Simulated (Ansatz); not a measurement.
This is a known allotrope of La, reached from a generated start. Known forms of La include space group No. 194.

The end point of a relaxation of La. These are PBEsol (plane waves to 420 eV, PAW, scalar-relativistic; Ansatz, an electronic-structure program) values and carry that method's errors.

```cif
data_La
_chemical_formula_sum 'La1'
_space_group_name_H-M_alt 'P 1'
_space_group_IT_number 1
_cell_length_a 3.55999
_cell_length_b 3.55999
_cell_length_c 3.55999
_cell_angle_alpha 109.471
_cell_angle_beta 109.471
_cell_angle_gamma 109.471
loop_
_space_group_symop_operation_xyz
  'x, y, z'
loop_
_atom_site_label
_atom_site_type_symbol
_atom_site_fract_x
_atom_site_fract_y
_atom_site_fract_z
_atom_site_occupancy
La1 La 0.00000 0.00000 0.00000 1
```

**Question.** Determine the symmetry and give the standard cell with its independent sites.

**Answer.** Space group Im-3m (No. 229); a = b = c = 4.1107 Å, α = β = γ = 90.00°

```csv
atom,site,symmetry,x,y,z
La,2a,m-3m,0.0000,0.0000,0.0000
```

This is the bcc (W type).

**Question.** Give the shortest distances between elements (the closest pairs, up to four, under 3.6 Å).

**Answer.** La–La 3.56 Å.

```json
{
  "volume_per_atom": "34.73 Å³",
  "band_gap": "no gap (metallic)"
}
```

No spin polarisation in the result. A magnetic state may lie lower.

The run could not lose the symmetry of its start.
